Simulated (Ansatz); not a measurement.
Property card for TaN

TaN:
```
CELL_PARAMETERS angstrom
      5.14965     0.00000     0.00000
     -2.57482     4.45973     0.00000
      0.00000     0.00000     2.87428
ATOMIC_POSITIONS crystal
  Ta 0.00000 0.00000 0.00000
  Ta 0.33333 0.66667 0.50000
  Ta 0.66667 0.33333 0.50000
  N  0.39337 0.00000 0.00000
  N  0.60663 0.60663 0.00000
  N  0.00000 0.39337 0.00000
```

Space group P-62m (No. 189); conventional cell a = b = 5.1496 Å, c = 2.8743 Å, α = β = 90.00°, γ = 120.00°.

Method: the program Ansatz at the LDA level (PAW). Structure relaxed to zero pressure with the same functional. Other levels are named where they apply.

**Cell and energy**

* **Volume per atom**: 11.00 Å³
* **Density**: 14.71 g/cm³
* **Formation energy from the elements (no fitted shifts)**: -1.51 eV/atom

**Electronic structure**

- Electronic character: metallic (no gap)
- Density of states at the Fermi level: 0.09 states/eV per atom (mean over ±0.08 eV)

**Mechanics**

* **Bulk modulus (Birch–Murnaghan fit)**: 344 GPa
* **Pressure derivative B′**: 4.3

**Phonons**

- Highest zone-centre frequency: 719 cm⁻¹
- Zone-centre stability: no imaginary mode at Γ

The LDA relaxation kept the symmetry of its start. No spin polarisation was allowed. As this level gives no gap, phonon frequencies hold no LO–TO term and depend on the k-mesh and smearing (Fermi–Dirac, 0.1 eV here). The references are the lowest solids computed at this level, not always the standard phases (solids in place of the gases). Spin–orbit coupling is left out wherever it is not named.

Potentials: the earlier of the program's two PAW sets. The files were generated under PBE; for other functionals the program regenerates the frozen cores, and for LDA and PBEsol the local potential too.
